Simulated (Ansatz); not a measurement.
## CsZn$_{4}$P$_{3}$, a database entry at a rescaled volume

```
Cs P Zn
1.0
     4.07044    0.00000    0.00000
     0.00000    4.07044    0.00000
     0.00000    0.00000   10.29502
Cs P Zn
1 3 4
Direct
  0.00000 0.00000 0.50000
  0.50000 0.50000 0.27771
  0.50000 0.50000 0.72229
  0.00000 0.00000 0.00000
  0.00000 0.50000 0.15339
  0.50000 0.00000 0.15339
  0.00000 0.50000 0.84661
  0.50000 0.00000 0.84661
```

The numbers come from plane-wave PAW DFT (Ansatz): r2SCAN, no spin polarisation, 500 eV, 6×6×4 Γ-centred k points, cold occupations (width 0.0307 eV). Nothing was relaxed.

Q: What is the formation energy?

A: -0.42 eV an atom against the elements' usual phases (free molecules for gases, crystals otherwise, with no correction for O₂ or N₂), so it is bound against them; other compounds may still compete. Relaxing would lower it.

Q: How is the charge shared?

A: Bader charges in e: Cs +0.78, Zn +0.65, P -1.20 to -1.09. In the mean Cs gives up most and P takes most.

Q: Is the cell too large or too small?

A: The pressure is -0.4 GPa (compression positive), so with the atoms held at these fractions the cell is close to zero pressure.

Q: What is the band gap?

A: The gap is 0.39 eV, direct at the points sampled.

Q: Which atom feels the largest force, and which way?

A: The largest is on P2 (and as large on other atoms): 0.21 eV/Å, components (0.00, 0.00, -0.21). It makes 58° with the line to a nearest neighbour, Zn5 at 2.40 Å.

Origin: a database entry at a rescaled volume.

Cost: 120 s on 1 thread of Arm Neoverse V2, with other jobs on the host, peak memory 0.86 GiB (start from a saved density). The time holds forces, stress, Bader, DOS, bands, ELF.
